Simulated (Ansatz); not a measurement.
**¹⁷O NMR of the central transition in Cd5B3SO8F**

Cell: a diffraction structure from the COD, relaxed with PBE at fixed cell and then changed (atom 13 (O) replaced by S, ions relaxed).

```xyz
18
Lattice="4.0285 -7.9830 0.0000 4.0285 7.9830 0.0000 -0.6021 0.0000 3.3940" Properties=species:S:1:pos:R:3 pbc="T T T"
Cd    1.4880   -0.1847    2.5775
Cd    6.8793   -1.9293    0.2938
Cd    6.8294    1.8161    0.3047
Cd    3.5688   -2.6249    1.3698
Cd    3.7759    2.8957    1.4382
B     4.4958   -4.6456    2.8094
B     4.8103    4.8256    2.8433
B     4.6238   -0.0671    1.6087
O     5.2072   -3.4604    0.0486
O     5.4738    3.6654    0.1636
O     5.4120   -1.1776    1.8038
O     5.1815    1.1872    1.7893
S     1.8671    2.1744    2.8768
O     1.8498   -2.2914    2.8178
O     3.3270   -0.2703    1.2273
O     3.3965   -5.0266    2.1232
O     3.6506    5.1429    2.1616
F     0.1678   -0.0296    0.6056
```

Atoms are numbered from 1 in the order listed; like atoms form one site, named after its first atom.

Computed with Ansatz: DFT, PBE, plane waves and PAW, scalar-relativistic, 420 eV cutoff, Γ-centred 3×3×6 k-points, Fermi–Dirac smearing 0.02 eV.

¹⁷O has I = 5/2 and Q = -25.58 mb (Pyykkö 2018); at 21.1 T its Larmor frequency is ν₀ = 121.8 MHz. Only the quadrupole interaction is simulated: positions count from each site's isotropic chemical shift, and J coupling is left out, as are shift anisotropy and dipolar coupling, which fast spinning averages.

Q: What does the ¹⁷O spectrum (fast magic-angle spinning) show for each site?

A: 

| site | first shell | C_Q (MHz) | η | P_Q (MHz) | δ_QIS (ppm) | breadth (kHz) |
| --- | --- | --- | --- | --- | --- | --- |
| O9 | 1 B at 1.35 Å, 3 Cd at 2.26–2.46 Å | 3.18 | 0.61 | 3.37 | -4.59 | 1.29 |
| O10 | 1 B at 1.36 Å, 3 Cd at 2.26–2.51 Å; also 1 Cd at 2.97 Å | 3.90 | 0.64 | 4.15 | -6.97 | 1.96 |
| O11 | 1 B at 1.38 Å, 3 Cd at 2.21–2.38 Å | 3.87 | 0.35 | 3.95 | -6.29 | 1.77 |
| O12 | 1 B at 1.38 Å, 3 Cd at 2.24–2.31 Å | 2.81 | 0.70 | 3.03 | -3.71 | 1.04 |
| O14 | 1 B at 1.38 Å, 3 Cd at 2.15–2.27 Å | 2.33 | 0.89 | 2.62 | -2.79 | 0.758 |
| O15 | 1 B at 1.37 Å, 3 Cd at 2.28–2.39 Å; also 1 Cd at 3.20 Å | 3.95 | 0.72 | 4.28 | -7.40 | 2.07 |
| O16 | 1 B at 1.35 Å, 2 Cd at 2.23–2.28 Å; also 1 Cd at 2.52 Å | 4.55 | 0.12 | 4.56 | -8.42 | 2.28 |
| O17 | 1 B at 1.38 Å, 3 Cd at 2.23–2.36 Å; also 1 Cd at 3.27 Å | 4.51 | 0.27 | 4.57 | -8.43 | 2.35 |

δ_QIS = −(ν_Q²/30ν₀²)[I(I+1) − 3/4](1 + η²/3) × 10⁶ ppm with ν_Q = 3|C_Q|/[2I(2I−1)]; it falls as 1/B₀² in ppm, and the breadth as 1/B₀ in kHz.

The substituted crystal keeps its parent's cell, where the PBE pressure is 12 GPa, so with PBE the cell would grow if it were relaxed. Without spin–orbit coupling (the program notes it for Cd) the gradients are little affected as a rule: paired runs on crystals with a gap mostly move them by under 2 % at such atoms.

The relaxation (9 steps) took 8.4 min of wall time (15 min of CPU time) and 0.98 GiB at its peak, on 2 threads of Intel Xeon Processor @ 2.50GHz (Skylake/Cascade Lake) (x86_64; 62 cores open to the job, memory cap 5.0 GiB, no GPU), a shared host with a load of 0.9 a core.
